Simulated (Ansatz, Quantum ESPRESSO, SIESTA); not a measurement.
Ti3Se: 4 runs at one level of theory

```
Se Ti
1.0
     3.19745    0.00000    0.00000
    -1.59872    2.76907    0.00000
     0.00000    0.00000    7.94275
Se Ti
1 3
Direct
  0.00000 0.00000 0.00000
  0.66667 0.33333 0.50000
  0.33333 0.66667 0.77290
  0.33333 0.66667 0.22710
```

The cell comes from a database or a generator and needn't be the stable form of this composition.

Alike in all runs: task band structure; functional PBEsol; k mesh 10 × 10 × 4; occupations fermi-dirac, width 0.05 eV; no spin polarisation; no spin-orbit coupling. Pressure is positive in compression and, in plane waves, holds the error of the finite cutoff, which Ansatz's Pulay term estimates and takes out.

```
                                                                                      program and potentials  plane-wave cutoff (eV)                                                  notes  pressure (GPa)  largest force (eV/Å)
                                                                           Quantum ESPRESSO, GBRV 1.5 PBEsol                     612              10.5 valence electrons an atom on average           -4.46                 0.094
                                                                   Ansatz, PAW datasets made for the crystal                     260               4.5 valence electrons an atom on average           -4.46                 0.097
                                                              Ansatz, all-electron LAPW, scalar-relativistic                       -                                                      -           -4.46                 0.097
SIESTA, files PseudoDojo sr-pbesol-0.4.1-standard, DZP (energy shift 0.003 Ry; two zetas on semicore shells)                       -  atomic basis; 13 valence electrons an atom on average           -2.76                 0.266
```

Force on atom 3 (Ti), eV/Å:

| program and potentials | x | y | z |
| --- | --- | --- | --- |
| Quantum ESPRESSO, GBRV 1.5 PBEsol | 0.000 | 0.000 | 0.094 |
| Ansatz, PAW datasets made for the crystal | 0.000 | 0.000 | 0.097 |
| Ansatz, all-electron LAPW, scalar-relativistic | 0.000 | 0.000 | 0.097 |
| SIESTA, files PseudoDojo sr-pbesol-0.4.1-standard, DZP (energy shift 0.003 Ry; two zetas on semicore shells) | 0.000 | 0.000 | -0.266 |

The pressure spans -4.46 (Quantum ESPRESSO, GBRV 1.5 PBEsol) to -2.76 GPa (SIESTA, files PseudoDojo sr-pbesol-0.4.1-standard, DZP (energy shift 0.003 Ry; two zetas on semicore shells)), with all-electron results at -4.46. The pressure on the cell as given of SIESTA, files PseudoDojo sr-pbesol-0.4.1-standard, DZP (energy shift 0.003 Ry; two zetas on semicore shells) lies far from the others; the cause wasn't traced. Rows in atomic bases carry the error of their basis and grid, which can be large.

The functional is the same throughout but for its coding, so the spread measures potentials, basis and numerics; runs on potential files found faulty are left out.
